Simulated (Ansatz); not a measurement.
Relaxation of a relaxed Pb cell deformed by the Cartesian strain tensor (xx, yy, zz, yz, xz, xy) = (0.051, 0.020, -0.041, 0.017, 0.001, -0.022); 1 atom in the cell, which starts as P-1 (No. 2), aP1; a = 3.4640 Å, b = 3.5773 Å, c = 3.5848 Å, α = 119.53°, β = 93.55°, γ = 115.34°. Computed with PBE (plane waves to 420 eV, PAW, scalar-relativistic; Ansatz, a program for electronic structure). Γ-centred k-mesh 11×11×11 on the run's cell (coarser than for final values), Fermi–Dirac smearing 0.05 eV. This is the first round of the run. 

The optimiser's lines from the output (shortened; P is positive under compression):

```
relax step   1: F+E_penalty+E_count = -11908.82077209 eV  Δ(F+E_penalty+E_count) = +0.000e0 eV  max|allowed force component| = 0.000e0 eV/Å  Δτ_max = 0.0000 Å  P = -0.790 GPa  Ω = 32.764 Å³  (5 SCF iters, dr2 threshold 1.00e-7 eV, accepted)
relax step   2: F+E_penalty+E_count = -11908.82642740 eV  Δ(F+E_penalty+E_count) = -5.655e-3 eV  max|allowed force component| = 0.000e0 eV/Å  Δτ_max = 0.0000 Å  P = -0.176 GPa  Ω = 32.171 Å³  (4 SCF iters, dr2 threshold 1.00e-7 eV, accepted)
relax step   3: F+E_penalty+E_count = -11908.83298845 eV  Δ(F+E_penalty+E_count) = -6.561e-3 eV  max|allowed force component| = 0.000e0 eV/Å  Δτ_max = 0.0000 Å  P = +0.233 GPa  Ω = 31.690 Å³  (4 SCF iters, dr2 threshold 1.00e-7 eV, accepted)
relax step   4: F+E_penalty+E_count = -11908.83289735 eV  Δ(F+E_penalty+E_count) = +9.110e-5 eV  max|allowed force component| = 0.000e0 eV/Å  Δτ_max = 0.0000 Å  P = +0.170 GPa  Ω = 31.746 Å³  (4 SCF iters, dr2 threshold 1.00e-7 eV, rejected (line search))
relax step   5: F+E_penalty+E_count = -11908.83487161 eV  Δ(F+E_penalty+E_count) = -1.883e-3 eV  max|allowed force component| = 0.000e0 eV/Å  Δτ_max = 0.0000 Å  P = -0.023 GPa  Ω = 31.880 Å³  (7 SCF iters, accepted)
relax step   6: F+E_penalty+E_count = -11908.83493033 eV  Δ(F+E_penalty+E_count) = -5.872e-5 eV  max|allowed force component| = 0.000e0 eV/Å  Δτ_max = 0.0000 Å  P = -0.017 GPa  Ω = 31.874 Å³  (3 SCF iters, dr2 threshold 3.78e-8 eV, accepted)
relax step   7: F+E_penalty+E_count = -11908.83494490 eV  Δ(F+E_penalty+E_count) = -1.456e-5 eV  max|allowed force component| = 0.000e0 eV/Å  Δτ_max = 0.0000 Å  P = -0.004 GPa  Ω = 31.864 Å³  (3 SCF iters, dr2 threshold 1.04e-8 eV, accepted)
relax step   8: F+E_penalty+E_count = -11908.83482068 eV  Δ(F+E_penalty+E_count) = +1.242e-4 eV  max|allowed force component| = 0.000e0 eV/Å  Δτ_max = 0.0000 Å  P = -0.011 GPa  Ω = 31.864 Å³  stress off target by 1.54e-2 GPa  SCF on the basis re-selected at this cell (its energy is not comparable with the rows above)  (5 SCF iters)
```

From the first to the last row the energy changes by -0.01 eV/atom and the volume by -2.7 %. The last row is marked as not comparable with the walk above it, whose basis was carried along; it does compare with step 1, since both stand on a basis selected at the nominal cutoff for their own cell.

Step 4 was rejected by the optimiser.

Later rounds, restarted from the end of this one on a renewed k-mesh, logged 3 more steps and released under 0.01 eV/atom more. The final structure after all rounds: Fm-3m (No. 225), cF4, fcc (Cu type); a = b = c = 5.0341 Å, α = β = γ = 90.00°. Between re-selections the logged energies stand on a plane-wave basis carried along with the cell. No spin polarisation in the result.

The run could not lose the symmetry of its start.
